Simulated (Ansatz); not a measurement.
Relaxing one composition in several structure types shows which are competitive, which pressure would favour, and how volume and gap change with structure.

The yardstick is TiGe, rock salt. The reference is the lowest phase computed, which need not be the stable form in nature.

Where the numbers come from (Ansatz, a plane-wave PAW program): energy: PBE, total energy at 0 K with the change to a 700 eV cutoff added (comparable within one formula alone); volume per atom: PBE, relaxed cell; gap: PBE; bulk modulus: PBE, equation-of-state fit.

Model phases, started by placing the elements on a structure type or from a typed cell, with no claim that they are known: TiGe, NiAs type; TiGe, NbAs type, I4₁md; TiGe, CoSn type, P6/mmm; TiGe, WC type, P-6m2; TiGe, TiAs type, P6₃/mmc; TiGe, rock salt. No gap (0.00) means none at this level, which can close a small real gap. Spin–orbit coupling is left out unless named.

Model: ΔE = E − E_ref; ΔV = V − V_ref; temperature scale ΔE/k_B = 11.605 K/meV × ΔE.

```
crystal                     E (eV/atom)  V (Å³/atom)  gap (eV)  B₀ (GPa)  ΔE (meV/atom)  ΔV (Å³/atom)  ΔE/k_B (K)
--------------------------  -----------  -----------  --------  --------  -------------  ------------  ----------
TiGe, NiAs type               −3397.748        18.08      0.00       101           54.0          0.57         630
TiGe, NbAs type, I4₁md        −3397.585        18.02      0.00       102          217.0          0.51        2500
TiGe, CoSn type, P6/mmm       −3397.619        19.05      0.00       102          183.0          1.54        2100
TiGe, WC type, P-6m2          −3397.759        16.35      0.00       117           43.0         −1.16         500
TiGe, TiAs type, P6₃/mmc      −3397.790        17.68      0.00       104           17.4          0.17         200
TiGe, rock salt, reference    −3397.802        17.51      0.00       109            0.0          0.00           0
```

In one row the value of «ΔE (meV/atom)» was worked out wrongly and carried along the row. Which row, and what follows once it is corrected?

The row of TiGe, TiAs type, P6₃/mmc shows 17.4. From its own inputs, ΔE = 1000 × (−3397.790 − (−3397.802)) = 12.0 meV/atom. Carried on: ΔE/k_B: 11.605 × 12.0 = 140 K. The other rows agree with the rules.

With the correction: In order of ΔE, lowest first: TiGe, rock salt (0.0 ± 5.0), TiGe, TiAs type, P6₃/mmc (12.0 ± 5.0), TiGe, WC type, P-6m2 (43.0 ± 5.0), TiGe, NiAs type (54.0 ± 5.0), TiGe, CoSn type, P6/mmm (183.0 ± 5.0), TiGe, NbAs type, I4₁md (217.0 ± 5.0). The ± follows from allowances picked for this note (energy 0.004 eV/atom, 3 meV/atom on the figure itself), carried to first order and added in quadrature, each row's own inputs moving alone; ≈ joins neighbours closer than their two ± added in quadrature.

Vibrational free energy is left out, and phases that were not computed could lie lower. Rows are a sample of the computed phases of this formula. Limits of the draw: a spread of over 30 meV/atom, none over 0.9 eV/atom above the reference, within 8 meV/atom of the lowest or within 3 meV/atom of a neighbour. As a rule kept out of such tables: 4f compounds, open-shell compounds run without a Hubbard term, cells found unstable in the tests at hand, cells close to a higher symmetry, and runs set to a pressure or over 12 % in volume from the crystal's fullest run.
